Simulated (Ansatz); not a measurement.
CsHgCl3:
```yaml
crystal:
  lattice:
    - [5.32488, 0.00000, 0.00000]
    - [0.00000, 5.32488, 0.00000]
    - [0.00000, 0.00000, 5.32488]
  atoms:
    - { symbol: Cs, position: [0.00000, 0.00000, 0.00000] }
    - { symbol: Hg, position: [0.50000, 0.50000, 0.50000] }
    - { symbol: Cl, position: [0.00000, 0.50000, 0.50000] }
    - { symbol: Cl, position: [0.50000, 0.00000, 0.50000] }
    - { symbol: Cl, position: [0.50000, 0.50000, 0.00000] }
```

Relaxed with r²SCAN.

Question: Map the valence electron density (e/Å³), cut off at 1 on the plane through (0.000, 0.000, 0.000) spanned by u = [1, 0, 0] and v = [0, 1, 1] in lattice vectors, from r²SCAN in the plane-wave PAW code Ansatz.

Answer: x is the fraction of u, y of v (the angle between them is 90°; rows are the nearest grid lines); atoms in the plane: Cs at (0.00, 0.00), Hg at (0.50, 0.50), Cl at (0.00, 0.50).
```
|0169974100000000000014799610|
|6799963100000000000013699976|
|9999742100000000000012479999|
|7764210000000000000000124677|
|1111000000000000000000001111|
|0000000000000000000000000000|
|0000000000000000000000000000|
|1110000000011111100000000111|
|2221100000112222110000011222|
|9985321113599999953111235899|
|9999842238999999998322489999|
|3899953349999999999433599983|
|3899953349999999999433599983|
|9999842238999999998322489999|
|9985321113599999953111235899|
|2221100000112222110000011222|
|1110000000011111100000000111|
|0000000000000000000000000000|
|0000000000000000000000000000|
|1111000000000000000000001111|
|7764210000000000000000124677|
|9999742100000000000012479999|
|6799963100000000000013699976|
|0169974100000000000014799610|
```
Scale: ten equal steps from 0.000 (start of '0') to 1.00 (end of '9'), in the order '0123456789'; x runs from 0.000 to 1.00, y from 0.000 (bottom) to 1.00 (top).

The density is the valence pseudo-density with augmentation charge, so density and ELF within about 1 Å of a nucleus are not all-electron values.

Space group Pm-3m (cubic perovskite). The workflow started from an entry of the Crystallography Open Database (COD), which files this formula under 2 space groups. Whether it is the stable phase at ambient conditions was not checked. The cell was relaxed with r²SCAN under the symmetry of its start; its stability against distortions is not shown here. Spin–orbit coupling is left out wherever it is not named.

Potentials: the later of the program's two PAW sets.
